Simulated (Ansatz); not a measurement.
# A trial form of CaScC₄N₄

The calculation used Ansatz 0.2.0, DFT PBE, scalar-relativistic, plane waves, PAW. Cutoff 420 eV, Gaussian smearing, Γ-centred meshes. Cell and atoms relax first on a coarse mesh and then on a finer one. In between, the cell is made exact in the group found at 0.06 Å. In metals the finer mesh still leaves noise of several meV/atom or more. The steps can't lower the symmetry of their start. Collinear spin is switched on along the way, since trial moments persisted in a coarse test.

Recipe of this trial structure of CaScC₄N₄: stacked square cyanide-bridged sheets (P4/mmm, No. 123). Lengths were set from tabulated atomic sizes, so they are only a guess.

```
Ca Sc C N
1.0
     7.63110    0.00000    0.00000
     0.00000    7.63110    0.00000
     0.00000    0.00000    4.04477
Ca Sc C N
1 1 4 4
Direct
  0.00000 0.00000 0.00000
  0.50000 0.50000 0.00000
  0.19514 0.80486 0.00000
  0.80486 0.19514 0.00000
  0.19514 0.19514 0.00000
  0.80486 0.80486 0.00000
  0.30356 0.69644 0.00000
  0.69644 0.30356 0.00000
  0.30356 0.30356 0.00000
  0.69644 0.69644 0.00000
```

Formation energies are uncorrected and refer to the elements' standard structures at the same level (N₂ as a molecule).

**Question.** Describe the relaxed structure.

**Answer.** The symmetry stays P4/mmm (No. 123). The volume per atom grows by 22.6 %, from 23.6 to 28.9 Å³. The shortest distance stays 1.17 Å (C–N). The energy falls by about 0.28 eV/atom (the start's value is from the coarse mesh). Conventional cell: a = 8.282 Å, c = 4.211 Å. Ca has 4 C at 2.50 Å; around Sc lie 4 N at 2.19 Å; C has 1 N at 1.17 Å and 1 Ca at 2.50 Å; around N lie 1 C at 1.17 Å and 1 Sc at 2.19 Å.

```cif
data_structure
_symmetry_space_group_name_H-M 'P 1'
_symmetry_Int_Tables_number 1
_cell_length_a 8.2824
_cell_length_b 8.2824
_cell_length_c 4.2109
_cell_angle_alpha 90.000
_cell_angle_beta 90.000
_cell_angle_gamma 90.000
_cell_volume 288.86
loop_
_atom_site_label
_atom_site_type_symbol
_atom_site_fract_x
_atom_site_fract_y
_atom_site_fract_z
_atom_site_occupancy
Ca1 Ca 0.00000 0.00000 0.00000 1
Sc1 Sc 0.50000 0.50000 0.00000 1
C1 C 0.21339 0.78661 0.00000 1
C2 C 0.78661 0.21339 0.00000 1
C3 C 0.21339 0.21339 0.00000 1
C4 C 0.78661 0.78661 0.00000 1
N1 N 0.31334 0.68666 0.00000 1
N2 N 0.68666 0.31334 0.00000 1
N3 N 0.31334 0.31334 0.00000 1
N4 N 0.68666 0.68666 0.00000 1
```

**Question.** How does it come out in energy, and is it a metal?

**Answer.** The energy over the elements is 0.00 eV/atom. The gap on the 6×6×10 mesh of the 10-atom cell is 0 eV (a metal) and the net moment per atom is 0.03 μB. The moment by site is all under 0.1 μB.

The formation energy is too near zero to say whether this cell lies below the elements.

The last run used collinear spin and Gaussian smearing of 0.10 eV. The k mesh leaves some 4 meV/atom of noise in the energy of each metallic cell. The reference form of C is held partly by dispersion forces, which this level lacks. Another magnetic order may lie lower. Symmetry constrained the relaxation, so the result can be a saddle point. In all, the 4 runs took 5.9 min on 1 thread of Intel(R) Xeon(R) 6975P-C (Granite Rapids) (shared host). Site moments count only spheres around the atoms; the net moment includes the space between them.
